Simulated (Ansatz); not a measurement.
CdS (zinc blende)

```cif
data_Cd4S4
_chemical_formula_sum 'S4 Cd4'
_space_group_name_H-M_alt 'F-43m'
_space_group_IT_number 216
_space_group_name_Hall 'F -4 2 3'
_cell_length_a 5.92710
_cell_length_b 5.92710
_cell_length_c 5.92710
_cell_angle_alpha 90.000
_cell_angle_beta 90.000
_cell_angle_gamma 90.000
loop_
_atom_site_label
_atom_site_type_symbol
_atom_site_symmetry_multiplicity
_atom_site_Wyckoff_symbol
_atom_site_fract_x
_atom_site_fract_y
_atom_site_fract_z
_atom_site_occupancy
S1 S 4 c 0.25000 0.25000 0.25000 1
Cd1 Cd 4 a 0.00000 0.00000 0.00000 1
```
(The calculation used a cell of 2 atoms; values per cell refer to that cell.)

This relaxed cell (volume V₀) is scaled evenly in all directions, its shape held. Symmetry pins the atoms to their sites.

Method: PBE (plane waves to 420 eV, PAW, scalar-relativistic; Ansatz, a program for electronic structure). k mesh 10×10×10 (Γ-centred), Fermi-Dirac smearing 0.05 eV. Energies are smeared free energies. Stress and pressure are positive under compression. CdS was relaxed with its symmetry unable to fall. The PAW data are Ansatz's earlier set. The zero of ΔE is the relaxed starting cell.

The scan covers V/V₀ from 0.840 to 1.160 in 9 points.

Task: What is the fitted pressure derivative B₀′?

Result: 4.6.

Task: What bulk modulus B₀ follows from a third-order Birch-Murnaghan fit?

Result: 53.3 GPa.

(Under strain, the slope of the energy per volume gives the stress and its curvature an elastic modulus.)
